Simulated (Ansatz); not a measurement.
V₃Si (A15, Cr3Si type): values from a third-order Birch-Murnaghan fit to a volume scan beside measured ones. Computed values: PBE (plane waves to 420 eV, PAW, scalar-relativistic; Ansatz, a quantum-chemistry and plane-wave program). The PAW data are Ansatz's earlier set. V3Si is run without spin polarisation. V3Si was relaxed with its symmetry unable to fall.

```csv
quantity,reference,kind
Lattice constant a (Å),4.7243,"measured, room temperature or unstated"
Bulk modulus B₀ (GPa),171,"measured, room temperature or unstated"
```

References as given in: Zeng, Lingyong, Zhou, Huawei, Du, Hong et al., (2023), arXiv:2309.11055; Z. W. Lu, Barry M. Klein, Physical Review Letters (1997), arXiv:cond-mat/9704251. Values not taken to low temperature hold thermal and zero-point shifts that a static calculation lacks, so small differences there are no errors of the method.

Q: What does PBE give, and how far is that from the reference?

A: 
```csv
quantity,PBE,difference
Lattice constant a (Å),4.701,-0.5 %
Bulk modulus B₀ (GPa),192,+12.2 %
```



(A scan under strain: stresses follow from slopes of the energy per volume, elastic moduli from its curvatures.)
